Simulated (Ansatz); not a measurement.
Total density of states per atom from PBE (plane waves, PAW; program Ansatz), in 0.25 eV bins, energy from the Fermi level:

| E (eV) | states/eV/atom |
|---|---|
| -7.85 | 0.00 |
| -7.60 | 0.00 |
| -7.35 | 0.00 |
| -7.10 | 0.00 |
| -6.85 | 0.00 |
| -6.60 | 0.00 |
| -6.35 | 0.00 |
| -6.10 | 0.00 |
| -5.85 | 0.00 |
| -5.60 | 0.00 |
| -5.35 | 0.00 |
| -5.10 | 0.00 |
| -4.85 | 0.21 |
| -4.60 | 0.42 |
| -4.35 | 0.54 |
| -4.10 | 0.94 |
| -3.85 | 1.29 |
| -3.60 | 0.83 |
| -3.35 | 0.40 |
| -3.10 | 0.55 |
| -2.85 | 0.74 |
| -2.60 | 1.06 |
| -2.35 | 1.13 |
| -2.10 | 1.14 |
| -1.85 | 1.61 |
| -1.60 | 1.70 |
| -1.35 | 1.03 |
| -1.10 | 0.70 |
| -0.85 | 0.67 |
| -0.60 | 0.43 |
| -0.35 | 0.29 |
| -0.10 | 0.38 |
| 0.15 | 0.67 |
| 0.40 | 1.08 |
| 0.65 | 0.62 |
| 0.90 | 0.45 |
| 1.15 | 2.55 |
| 1.40 | 2.36 |
| 1.65 | 0.23 |
| 1.90 | 0.24 |
| 2.15 | 0.93 |
| 2.40 | 0.93 |
| 2.65 | 1.12 |
| 2.90 | 1.34 |
| 3.15 | 0.74 |
| 3.40 | 0.03 |
| 3.65 | 0.00 |
| 3.90 | 0.00 |
| 4.15 | 0.06 |
| 4.40 | 0.17 |
| 4.65 | 0.30 |

Pick the material that matches.
(A) TiSe2, CdI2 type
(B) TiO2, anatase
(C) HfS2, CdI2 type
(D) TiTe2, CdI2 type

D, TiTe2, CdI2 type. Within 0.5 eV of the Fermi level: Ti 3d 71 %, Te 5p 25 %. Projections are on Löwdin-orthogonalised atomic valence shells; empty p or d shells of many metals are not among them.

Space group P-3m1 (CdI2 type). The cell was relaxed with PBE under the symmetry of its start. No spin polarisation was allowed. A crystal of weakly bound layers computed without a dispersion correction: the cell and the soft elastic constants depend strongly on that. Scalar-relativistic: spin–orbit coupling is off unless named, which matters more the heavier the elements.

Potentials: the earlier of the program's two PAW sets.
